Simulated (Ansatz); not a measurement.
GeF$_{4}$:
```yaml
crystal:
  lattice:
    - [-2.58467, 2.58467, 2.58467]
    - [2.58467, -2.58467, 2.58467]
    - [2.58467, 2.58467, -2.58467]
  atoms:
    - { symbol: Ge, position: [0.00000, 0.00000, 0.00000] }
    - { symbol: F, position: [0.00000, 0.62283, 0.00000] }
    - { symbol: F, position: [0.37717, 0.37717, 0.37717] }
    - { symbol: F, position: [0.62283, 0.00000, 0.00000] }
    - { symbol: F, position: [0.00000, 0.00000, 0.62283] }
```

x, y and z are the axes in which the lattice vectors are written.

Problem. Give the high-frequency dielectric tensor and the Born effective charge tensors of the independent atoms from DFPT, plane-wave PAW LDA (Ansatz code).

Solution. 
ε∞:
```
2.08  0.00  0.00
0.00  2.08  0.00
0.00  0.00  2.08
```
Z* of atom 1 (Ge), rows: field, columns: displacement, in e:
```
3.23  0.00  0.00
0.00  3.23  0.00
0.00  0.00  3.23
```
Z* of atom 2 (F), rows: field, columns: displacement, in e:
```
-0.81   0.22  -0.22
 0.22  -0.81   0.22
-0.22   0.22  -0.81
```

Static charges for comparison (Bader): Ge1 +2.62, F2 -0.66 e. Born charges measure polarisation by displacement and can exceed these by far.

Space group I-43m. The workflow started from a Materials Project entry (that database holds measured and hypothetical structures alike); the Crystallography Open Database files this formula in space group No. 217, but the cells were not matched. Whether it is the stable phase at ambient conditions was not checked. The LDA relaxation kept the symmetry of its start; whether a distortion lowers the energy is not shown. A crystal of weakly bound molecules computed without a dispersion correction: the cell and the soft elastic constants depend strongly on that. Scalar-relativistic: spin–orbit coupling is off unless named, which matters more the heavier the elements.

Potentials: the later of the program's two PAW sets.
